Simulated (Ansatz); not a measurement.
Trial structure of Zn5O, not yet relaxed:

```
Zn O
1.0
     4.05288    0.00000    0.00000
    -2.02644    3.50990    0.00000
     0.00000    0.00000    6.21723
Zn O
5 1
Direct
  0.00000 0.00000 0.89985
  0.50000 0.00000 0.73142
  0.00000 0.50000 0.73142
  0.50000 0.50000 0.73142
  0.00000 0.00000 0.41646
  0.00000 0.00000 0.13966
```

The calculation used DFT PBE, scalar-relativistic, plane waves, PAW in Ansatz. Cutoff 420 eV; k points 6×6×4 on the computed 6-atom cell (Γ-centred); Gaussian smearing, width 0.10 eV; no spin polarisation.

Formation energies are uncorrected and refer to the elements' standard structures at the same level (O₂ as a molecule).

**Question.** What does a single point on this coarse mesh give?

**Answer.** The pressure is 69.9 GPa (the mean over three directions, positive in compression), the largest force is 12.67 eV/Å, and the energy is +1.42 eV/atom against the elements. The shortest distance is 1.49 Å.

**Question.** How much does it gain on relaxing, and where does it end?

**Answer.** Relaxing gains about 1.5 eV/atom (the start's value is from the coarse mesh, so the gain is rough) in 19 ionic steps and ends at −0.05 eV/atom on the finer mesh. The symmetry goes from P6mm (No. 183) to P6/mmm (No. 191). The volume per atom grows by 51.2 %, from 14.7 to 22.3 Å³. The shortest distance goes from 1.49 Å (Zn–O) to 1.79 Å (Zn–O). Conventional cell: a = 5.064 Å, c = 6.022 Å. Zn on a site of symmetry 6mm has 1 O at 1.79 Å, 1 Zn at 2.45 Å and 6 Zn at 2.81 Å; Zn on a site of symmetry mmm is surrounded by 4 Zn at 2.53 Å and 4 Zn at 2.81 Å; O is surrounded by 2 Zn at 1.79 Å.

The last run used a 12×12×6 mesh (in the run's order of axes) for its 6-atom cell and Gaussian smearing of 0.10 eV. The relaxation can't lower the symmetry of the start. A structure relaxed within its symmetry needn't be a true minimum. Another cell of Zn5O relaxed alike, in P-6m2, lies 231 meV/atom lower, so this cell isn't the stable form at this level.
